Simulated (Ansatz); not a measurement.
Starting cell, GaAs (zinc blende):

```xyz
4
Lattice="0.0000 5.6656 5.6656 2.8328 2.8328 5.6656 2.8328 2.8328 0.0000" Properties=species:S:1:pos:R:3 pbc="T T T"
As     4.2492     4.2492     4.2492
As     4.2492     7.0820     7.0820
Ga     0.0000     0.0000     0.0000
Ga     2.8328     5.6656     2.8328
```

A phonon eigenvector at X = (0.5, 0.5, 0.0) is frozen into this cell: atom i moves by Q times the vector below, so Q is the largest atomic displacement, in Å. The cell is held. (q is in reciprocal vectors of the primitive cell; the cell shown is doubled to hold the pattern.)

| atom | x | y | z |
|---|---|---|---|
| Ga3 | 0.000 | 0.000 | 1.000 |
| Ga4 | 0.000 | 0.000 | -1.000 |

Atoms not listed stay in place.

All values below come from r2SCAN (plane waves to 500 eV, PAW, scalar-relativistic; Ansatz, a quantum-chemistry and plane-wave program). k mesh 10×10×10 (Γ-centred), Fermi-Dirac smearing 0.05 eV. E stands for the smeared free energy. Stress and pressure are positive under compression. GaAs was relaxed with its symmetry unable to fall. The PAW data are Ansatz's earlier set. ΔE is measured from the undisplaced structure.

```tsv
Q (Å)	ΔE (meV/cell)	−dE/dQ from forces (eV/Å)	P (GPa)
-0.280	1101	7.665	2.68
-0.233	771	6.499	1.88
-0.187	496	5.262	1.21
-0.140	280	3.981	0.69
-0.093	125	2.670	0.31
-0.047	31	1.340	0.08
0.000	0	0.000	0.01
0.047	31	-1.340	0.08
0.093	125	-2.670	0.31
0.140	280	-3.981	0.69
0.187	496	-5.262	1.21
0.233	771	-6.499	1.88
0.280	1101	-7.665	2.68
```

Derived quantities:

The energy at Q = 0.280 Å comes out as 1101 meV/cell. Space group of the distorted cell: P-4m2 (No. 115), lowered from F-43m. Symmetry of the curve: even: the same for both signs. Shape of the curve: a single well with its minimum at or next to zero displacement. Harmonic wavenumber from the curvature (finite differences): 237 cm⁻¹. Wavenumber by perturbation theory (DFPT, on another k mesh): 237 cm⁻¹.

(For displaced atoms, the force is minus the slope of the energy, and its curvature is a force constant, which sets phonon frequencies.)
